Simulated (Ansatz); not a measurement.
GaN:
```xyz
2
Lattice="0.0000 2.2276 2.2276 2.2276 0.0000 2.2276 2.2276 2.2276 0.0000" Properties=species:S:1:pos:R:3 pbc="T T T"
Ga     0.0000     0.0000     0.0000
N      1.1138     1.1138     1.1138
```

Cartesian axes are those of the cell as given.

### Question
Give the high-frequency dielectric tensor and the Born effective charge tensors of the independent atoms from DFPT, LDA (plane waves, PAW; program Ansatz).

### Answer

ε∞:
```
5.76  0.00  0.00
0.00  5.76  0.00
0.00  0.00  5.76
```
Z* of atom 1 (Ga), rows: field, columns: displacement, in e:
```
2.63  0.00  0.00
0.00  2.63  0.00
0.00  0.00  2.63
```
Z* of atom 2 (N), rows: field, columns: displacement, in e:
```
-2.63   0.00   0.00
 0.00  -2.63   0.00
 0.00   0.00  -2.63
```

Space group F-43m (zinc blende). The cell was relaxed with LDA under the symmetry of its start. Scalar-relativistic: spin–orbit coupling is off unless named, which matters more the heavier the elements.

Potentials: the earlier of the program's two PAW sets. The files were generated under PBE; for other functionals the program regenerates the frozen cores, and for LDA and PBEsol the local potential too.
